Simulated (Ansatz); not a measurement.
TiTe₂ (rutile, P4_2/mnm) at seven volumes, DFT-r²SCAN in the program Ansatz with PAW potentials, shape and atoms relaxed at each. One row is withheld.

```json
[
 {"V (Å³/atom)": "26.090", "P (GPa)": "6.49"},
 {"V (Å³/atom)": "26.950", "P (GPa)": "3.93"},
 {"V (Å³/atom)": "27.810", "P (GPa)": "1.80"},
 {"V (Å³/atom)": "28.670", "P (GPa)": "0.00"},
 {"V (Å³/atom)": "29.530", "P (GPa)": "?"},
 {"V (Å³/atom)": "30.390", "P (GPa)": "-2.75"},
 {"V (Å³/atom)": "31.250", "P (GPa)": "-3.76"}
]
```

Task: Fit the shown pressures and predict the withheld one.

Result: Third-order Birch–Murnaghan: P = (3/2)B₀(x^(7/2) − x^(5/2))[1 + (3/4)(B′ − 4)(x − 1)] with x = (V₀/V)^(2/3). Least squares on the six rows gives V₀ = 28.672 Å³/atom, B₀ = 54.32 GPa, B′ = 5.00. At V = 29.530, x = 0.9805 and P = -1.49 GPa. The run itself gave -1.50 GPa.

A made-up cell: these elements were put on the sites of a structure type; neither database checked (COD, Materials Project) lists it. COD files the formula under space group No. 164. Its standing as an ambient phase is unchecked. The r²SCAN relaxation kept the symmetry of its start; its stability against distortions is not shown here. The run is not spin-polarised. Spin–orbit coupling is left out wherever it is not named.

Potentials: the earlier of the program's two PAW sets.
